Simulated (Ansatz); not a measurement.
ScPt3 in space group I4/mmm (No. 139; Pt on 2b, Pt on 4d, Sc on 2a) under volume change, plane-wave PAW PBEsol (Ansatz code), shape and atoms relaxed at each volume.

| V (Å³/atom) | E − E(relaxed) (meV/atom) | P (GPa) |
|---|---|---|
| 14.260 | 102.9 | 25.67 |
| 14.730 | 42.9 | 15.55 |
| 15.200 | [?] | [?] |
| 15.671 | 0.0 | 0.00 |
| 16.141 | 8.9 | -5.92 |
| 16.611 | [?] | [?] |
| 17.081 | 71.8 | -14.96 |

What belongs in the gaps?


- 16.611, E − E(relaxed) (meV/atom): 33.8
- 16.611, P (GPa): -10.85
- 15.200, E − E(relaxed) (meV/atom): 10.1
- 15.200, P (GPa): 7.08

What does a third-order Birch–Murnaghan fit give for V₀, B₀ and B′?

V₀ = 15.67 Å³/atom, B₀ = 215 GPa, B′ = 5.0.

A made-up cell: these elements were put on the sites of a structure type; neither database checked (COD, Materials Project) lists it. COD files the formula under space group No. 221. Whether it is the stable phase at ambient conditions was not checked. The cell was relaxed with PBEsol under the symmetry of its start; its stability against distortions is not shown here. No spin polarisation was allowed. Scalar-relativistic: spin–orbit coupling is off unless named, which matters more the heavier the elements.

Potentials: the earlier of the program's two PAW sets. The files were generated under PBE; for other functionals the program regenerates the frozen cores, and for LDA and PBEsol the local potential too.
